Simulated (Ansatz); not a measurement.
**Equation of state of CdAg**

```yaml
crystal:
  lattice:
    - [3.33000, 0.00000, 0.00000]
    - [0.00000, 3.33000, 0.00000]
    - [0.00000, 0.00000, 3.33000]
  atoms:
    - { symbol: Cd, position: [0.50000, 0.50000, 0.50000] }
    - { symbol: Ag, position: [0.00000, 0.00000, 0.00000] }
```

The cell is COD entry 9008796, as deposited and not checked against the literature; nothing was relaxed.

Levels of theory: DFT, PBEsol, all-electron LAPW, scalar-relativistic (Ansatz 0.2.0); DFT, PBEsol, PAW with Ansatz's default frozen-core files, scalar-relativistic (Ansatz 0.2.0).

For LAPW: a Γ-centred 12×12×12 k mesh, Fermi–Dirac smearing of 0.05 eV, basis error target 0.25 meV/atom, no spin polarisation. PAW takes a cutoff of 420 eV at this cell (files made with PBE, cores remade for this functional). The Ansatz runs share mesh, smearing and spin set-up. Plane-wave (PAW) pressures include the program's estimate of the Pulay term.

The cell above is scaled evenly, with fractional coordinates and shape held.

```
V/V(cell)  V (Å³/atom)  P, LAPW (GPa)  P, PAW (GPa)  free energy over the lowest listed, PAW (meV/atom)
   0.9400       17.355           4.73          4.75                                                10.9
   0.9600       17.724           2.30          2.32                                                 2.8
   0.9800       18.094           0.17          0.19                                                 0.0
   0.9900       18.278          -0.79         -0.77                                                 0.3
   1.0000       18.463          -1.69         -1.67                                                 1.7
   1.0100       18.648          -2.53         -2.51                                                 4.2
   1.0200       18.832          -3.31         -3.29                                                 7.5
   1.0400       19.202          -4.72         -4.71                                                16.8
   1.0600       19.571              ?             ?                                                   ?
```

(1) Fill in the row V/V(cell) = 1.0600.

(2) What do Birch–Murnaghan fits to the pressures give?

Results:

(1) P, LAPW (GPa) = -5.95, P, PAW (GPa) = -5.94, free energy over the lowest listed, PAW (meV/atom) = 29.1.

(2) LAPW: V0 = 18.13 Å³/atom, B0 = 96 GPa, B0′ = 5.7; PAW: V0 = 18.13 Å³/atom, B0 = 96 GPa, B0′ = 5.6.
